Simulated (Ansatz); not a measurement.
Polymorphs of ZnSnO₃, each relaxed with PBEsol (plane waves, PAW; program Ansatz):

A: R-3
a = b = 5.3078 Å, c = 14.0244 Å, α = β = 90.00°, γ = 120.00°

```
atom  site  symmetry       x       y       z
----  ----  --------  ------  ------  ------
Zn      6c        3.  0.0000  0.0000  0.3650
Sn      6c        3.  0.0000  0.0000  0.1492
O      18f         1  0.3618  0.0349  0.0845
```

B: R3c
a = 5.278 Å, b = 5.278 Å, c = 14.011 Å, α = 90.00°, β = 90.00°, γ = 120.00°

```tsv
atom	site	symmetry	x	y	z
Zn	6a	3.	0.0000	0.0000	0.2050
Sn	6a	3.	0.0000	0.0000	0.4874
O	18b	1	0.0261	0.3685	0.2524
```

Put the candidates in order of energy per atom at 0 K, lowest first, for PBEsol.

B (+0 meV/atom), A (+19 meV/atom)

Give each one's gap.

A 1.44 eV; B 1.25 eV.

Standing as an ambient phase not checked: A. All cells were relaxed under the symmetry of their starts (and spin orders); stability against distortions was not tested throughout. Spin–orbit coupling is left out wherever it is not named.

Energies hold the estimated change up to a 700 eV cutoff; steps of a few meV lie near the error of the meshes.

Potentials: the later of the program's two PAW sets.
